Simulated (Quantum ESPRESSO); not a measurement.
# CuIn2Mo3Nb2 in 6 site orders

Calculated results; nothing here was measured. They come from Quantum ESPRESSO 7.5, a public plane-wave density functional program. Each row is one single-point run on a made-up periodic cell of eight metal atoms, with elements, volume, strain and displacements drawn at random and not relaxed, so a cell may be unstable or far from any real phase. There is no spin polarisation or spin-orbit coupling.

Settings: PBE unless stated; PseudoDojo standard norm-conserving files; Fermi-Dirac width 0.25 eV, which means electrons at about 2900 K; cutoff 1252 eV; 5 x 5 x 5 k mesh shifted half a step off Gamma. E is the free energy of the whole cell (internal energy minus TS), so a -TS column is already part of it. Stress is positive in tension, and the pressure P is minus a third of its trace.

Checks: one run of this series was repeated at a higher cutoff and on a denser mesh, which moved values by no more than 0.003 eV, 0.02 GPa and 0.005 eV/Å, and a second program with other atomic files agreed on it to 2 % rms in force and 0.5 GPa in pressure. Known limits: the copper pseudopotential is less sure than most, with forces differing by about three percent and pressure by about two GPa from a second method on plain copper; a spin test at this wide smearing found no moment, but such smearing suppresses magnetism that the real alloy may have.

The lattice is hexagonal close-packed, and the cell vectors in Å are (0.088, -0.026, 4.879); (5.829, 0.021, 0.105); (-2.896, 5.017, -0.080), a volume of 142.92 Å³. The runs put one composition on the same eight displaced sites in different orders. E is counted from run 1, and the rms force is over all 24 components. Nothing is relaxed, so E mixes bonding between neighbours with strain on unrelaxed sites, and it is not an ordering energy.

```
run,elements on sites 1 to 8,E (eV),-TS (eV),rms force (eV/Å),largest force (eV/Å),P (GPa)
1,In Mo Mo Mo Nb Cu Nb In,0.000,-1.641,0.957,2.50,-0.92
2,Nb Mo Mo In Mo In Nb Cu,-0.910,-1.462,0.887,2.41,-2.52
3,In Nb Mo Nb Mo Mo Cu In,-0.197,-1.539,0.912,2.39,?
4,Mo Nb In In Nb Mo Cu Mo,-0.603,-1.518,0.404,1.10,-1.51
5,Nb Mo In Nb Mo In Cu Mo,-0.274,-1.572,0.685,1.96,-0.97
6,Mo Nb Mo Nb Mo In Cu In,-0.514,-1.520,0.682,1.94,-1.55
```

## Worked fit

A straight line through the runs shown gives P = -0.69 + 1.76 E GPa with E in eV, an error of 0.38 on the slope and a scatter of 0.26 GPa. At this fixed volume the orders of higher energy tend to have the higher pressure.

## Withheld value

Question: what pressure should run 3 give?

The fit gives -1.04 ± 0.30 GPa. The calculation gave -2.20 GPa. This run lies off the fit by more than twice that error, so something that the fit leaves out matters here.
